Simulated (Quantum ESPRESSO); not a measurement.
Electric field gradients in CsSnBr2Cl (changed cell)

```
CELL_PARAMETERS angstrom
      5.92751     0.00000     0.00000
      0.00000     5.60771     0.00000
      0.00000     0.00000     5.92751
ATOMIC_POSITIONS crystal
  Cs 0.00000 0.00000 0.00000
  Sn 0.50000 0.50000 0.50000
  Cl 0.50000 0.00000 0.50000
  Br 0.00000 0.50000 0.50000
  Br 0.50000 0.50000 0.00000
```
The cell was made here from a computed Materials Project entry: one of 3 Br replaced by Cl, cell and atoms relaxed (PBE without dispersion, pw.x of a modified build of Quantum ESPRESSO, symmetry kept). The parent is CsSnBr3 in Pm-3m; whether this form has been observed was not checked. The swapped cell is a model, not a known phase. Stability against distortions was not tested.

Computed: field gradients by the PAW reconstruction of the field gradient on a scalar-relativistic PBE ground state (Quantum ESPRESSO, JTH datasets), 25 Ha, k-mesh 4×4×4 through Γ.

```json
[
 {"site": "Cs (atom 1)", "site symmetry": "4/mmm", "Vzz (a.u.)": "under 0.02", "η_Q": "–", "∣C_Q∣ (MHz)": "under 0.016 (¹³³Cs)"},
 {"site": "Sn (atom 2)", "site symmetry": "4/mmm", "Vzz (a.u.)": "0.073", "η_Q": "0.00", "∣C_Q∣ (MHz)": "–"},
 {"site": "Cl (atom 3)", "site symmetry": "4/mmm", "Vzz (a.u.)": "1.101", "η_Q": "0.00", "∣C_Q∣ (MHz)": "21.1 (³⁵Cl)"},
 {"site": "Br (atoms 4, 5)", "site symmetry": "mmm", "Vzz (a.u.)": "2.231", "η_Q": "0.07", "∣C_Q∣ (MHz)": "164 (⁷⁹Br)"}
]
```

Quadrupole moments taken as inputs (sizes, barn, from the tables of PySCF and pymatgen): ¹³³Cs 0.00343, ³⁵Cl 0.0817, ⁷⁹Br 0.313.

Convention: |Vzz| is the largest principal value, η_Q = (Vxx − Vyy)/Vzz, |C_Q| = |eQVzz/h|. Cores are frozen. Against all-electron runs on small test molecules, this scheme's |Vzz| missed by −3 to −9 % on Cl, −5 % on Br. Sn had no test against all-electron runs. Spin–orbit coupling is left out, a limit on Sn. Static lattice: thermal averaging is not included.
